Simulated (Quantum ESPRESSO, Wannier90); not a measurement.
# Wannierisation of CsPbI₃ (cubic perovskite)

Structure: Materials Project mp-1069538, symmetrised, not relaxed again. Not found in the COD (Crystallography Open Database) copy used, which has the formula in other groups; not checked further. Level: PBEsol, spinors with spin-orbit coupling; pw.x of Quantum ESPRESSO at 56 Ry with PseudoDojo potentials, 4×4×4 k-points, Wannier90. Density: 6×6×6 mesh, Gaussian smearing 0.01 Ry. With spin-orbit coupling a semilocal functional can close or falsely invert a small gap; the band order was not checked against a better method.

On the energy scale of pw.x, whose zero is arbitrary, the Fermi level lies at 3.49 eV.

Input w.win:

```
num_bands = 4
num_wann = 4
exclude_bands = 1-2,7-72
spinors = true
num_iter = 1000
conv_tol = 1.0e-6
conv_window = 4
write_hr = true
write_u_matrices = true
auto_projections = true
begin unit_cell_cart
ang
    6.2751400000    0.0000000000    0.0000000000
    0.0000000000    6.2751400000    0.0000000000
    0.0000000000    0.0000000000    6.2751400000
end unit_cell_cart
begin atoms_frac
Cs   0.5000000000  0.5000000000  0.5000000000
Pb   0.0000000000  0.0000000000  0.0000000000
I    0.0000000000  0.0000000000  0.5000000000
I    0.5000000000  0.0000000000  0.0000000000
I    0.0000000000  0.5000000000  0.0000000000
end atoms_frac
mp_grid = 4 4 4
begin kpoints
0.0000000000 0.0000000000 0.0000000000
0.0000000000 0.0000000000 0.2500000000
0.0000000000 0.0000000000 0.5000000000
... (61 more lines: the 4x4x4 mesh through Gamma)
end kpoints
```

Input of pw2wannier90.x that gives the overlap and projection files (equivalent; here they were cut from one run over all bands):

```
&inputpp
  outdir = './out'
  prefix = 'pwscf'
  seedname = 'w'
  write_amn = .true.
  write_mmn = .true.
  scdm_proj = .true.
  scdm_entanglement = 'isolated'
/
```

Output w.wout (banner and timings cut):

```
                                    ------
                                    SYSTEM
                                    ------

                              Lattice Vectors (Ang)
                    a_1     6.275140   0.000000   0.000000
                    a_2     0.000000   6.275140   0.000000
                    a_3     0.000000   0.000000   6.275140

                   Unit Cell Volume:     247.09859  (Ang^3)

                        Reciprocal-Space Vectors (Ang^-1)
                    b_1     1.001282   0.000000   0.000000
                    b_2     0.000000   1.001282   0.000000
                    b_3     0.000000   0.000000   1.001282

 *----------------------------------------------------------------------------*
 |   Site       Fractional Coordinate          Cartesian Coordinate (Ang)     |
 +----------------------------------------------------------------------------+
 | cs   1   0.50000   0.50000   0.50000   |    3.13757   3.13757   3.13757    |
 | pb   1   0.00000   0.00000   0.00000   |    0.00000   0.00000   0.00000    |
 | i    1   0.00000   0.00000   0.50000   |    0.00000   0.00000   3.13757    |
 | i    2   0.50000   0.00000   0.00000   |    3.13757   0.00000   0.00000    |
 | i    3   0.00000   0.50000   0.00000   |    0.00000   3.13757   0.00000    |
 *----------------------------------------------------------------------------*
                                ------------
                                K-POINT GRID
                                ------------

             Grid size =  4 x  4 x  4      Total points =   64

 *---------------------------------- MAIN ------------------------------------*
 |  Number of Wannier Functions               :                 4             |
 |  Number of Objective Wannier Functions     :                 4             |
 |  Number of input Bloch states              :                 4             |
 |  Output verbosity (1=low, 5=high)          :                 1             |
 |  Timing Level (1=low, 5=high)              :                 1             |
 |  Optimisation (0=memory, 3=speed)          :                 3             |
 |  Length Unit                               :               Ang             |
 |  Post-processing setup (write *.nnkp)      :                 F             |
 |  Using Gamma-only branch of algorithms     :                 F             |
 *----------------------------------------------------------------------------*
 *------------------------------- WANNIERISE ---------------------------------*
 |  Total number of iterations                :              1000             |
 |  Number of CG steps before reset           :                 5             |
 |  Trial step length for line search         :             2.000             |
 |  Convergence tolerence                     :         0.100E-05             |
 |  Convergence window                        :                 4             |
 |  Iterations between writing output         :                 1             |
 |  Iterations between backing up to disk     :               100             |
 |  Write r^2_nm to file                      :                 F             |
 |  Write xyz WF centres to file              :                 F             |
 |  Write on-site energies <0n|H|0n> to file  :                 F             |
 |  Use guiding centre to control phases      :                 F             |
 |  Use phases for initial projections        :                 F             |
 *----------------------------------------------------------------------------*
 *-------------------------------- PLOTTING ----------------------------------*
 |  Plotting Hamiltonian in WF basis          :                 T             |
 *----------------------------------------------------------------------------*

       ... (k-mesh section left out)

 Starting a new Wannier90 calculation ...

 Reading overlaps from w.mmn

 Reading projections from w.amn

 *------------------------------- WANNIERISE ---------------------------------*
 +--------------------------------------------------------------------+<-- CONV
 | Iter  Delta Spread     RMS Gradient      Spread (Ang^2)            |<-- CONV
 +--------------------------------------------------------------------+<-- CONV

 ------------------------------------------------------------------------------
 Initial State
  WF centre and spread    1  (  0.000000,  0.000000,  0.000000 )     0.56214630
  WF centre and spread    2  ( -0.000000,  0.000000,  0.000000 )     0.56219559
  WF centre and spread    3  (  0.000000,  0.000000,  0.000000 )     0.56218612
  WF centre and spread    4  ( -0.000000, -0.000000, -0.000000 )     0.56215872
  Sum of centres and spreads (  0.000000,  0.000000,  0.000000 )     2.24868673

      0     0.225E+01     0.0000000000        2.2486867312  <-- CONV
        O_D=      0.0000092 O_OD=      0.0009724 O_TOT=      2.2486867 <-- SPRD
 ------------------------------------------------------------------------------
      1    -0.182E-04     0.0060058358        2.2486685349  <-- CONV
        O_D=      0.0000001 O_OD=      0.0009634 O_TOT=      2.2486685 <-- SPRD
      2    -0.644E-08     0.0002216682        2.2486685285  <-- CONV
        O_D=      0.0000001 O_OD=      0.0009634 O_TOT=      2.2486685 <-- SPRD
      3    -0.218E-08     0.0000859509        2.2486685263  <-- CONV
        O_D=      0.0000001 O_OD=      0.0009634 O_TOT=      2.2486685 <-- SPRD
      4    -0.362E-08     0.0000916639        2.2486685227  <-- CONV
        O_D=      0.0000001 O_OD=      0.0009634 O_TOT=      2.2486685 <-- SPRD
      5    -0.116E-07     0.0001316909        2.2486685111  <-- CONV
        O_D=      0.0000001 O_OD=      0.0009634 O_TOT=      2.2486685 <-- SPRD
             <<<     Delta < 1.000E-06  over  4 iterations     >>>
             <<< Wannierisation convergence criteria satisfied >>>
 Final State
  WF centre and spread    1  ( -0.000000, -0.000000, -0.000000 )     0.56213397
  WF centre and spread    2  (  0.000000, -0.000000, -0.000000 )     0.56219340
  WF centre and spread    3  ( -0.000000, -0.000000,  0.000000 )     0.56218410
  WF centre and spread    4  ( -0.000000,  0.000000, -0.000000 )     0.56215704
  Sum of centres and spreads ( -0.000000, -0.000000, -0.000000 )     2.24866851

         Spreads (Ang^2)       Omega I      =     2.247705069
        ================       Omega D      =     0.000000074
                               Omega OD     =     0.000963368
    Final Spread (Ang^2)       Omega Total  =     2.248668511
```
